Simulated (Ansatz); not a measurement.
Polymorphs of Si3N4, each relaxed with the program Ansatz at the LDA level (PAW):

A: P6_3/m
a = 7.574 Å, b = 7.574 Å, c = 2.891 Å, α = 90.00°, β = 90.00°, γ = 120.00°

```
atom  site  symmetry       x       y       z
----  ----  --------  ------  ------  ------
Si      6h       m..  0.2325  0.4064  0.2500
N       2c      -6..  0.3333  0.6667  0.2500
N       6h       m..  0.3301  0.0295  0.2500
```

B: Fd-3m
a = b = c = 7.691 Å, α = β = γ = 90.00°

```tsv
atom	site	symmetry	x	y	z
Si	16c	.-3m	0.1250	0.1250	0.1250
Si	8b	-43m	0.5000	0.5000	0.5000
N	32e	.3m	0.3676	0.3676	0.3676
```

Rank these by energy per atom at 0 K (lowest first), as LDA gives it.

A (+0 meV/atom), B (+69 meV/atom)

Give each one's gap.

A 4.22 eV; B 3.36 eV.

All cells were relaxed under the symmetry of their starts (and spin orders); stability against distortions was not tested throughout.

Energies hold the estimated change up to a 700 eV cutoff; steps of a few meV lie near the error of the meshes.

Potentials: the later of the program's two PAW sets.
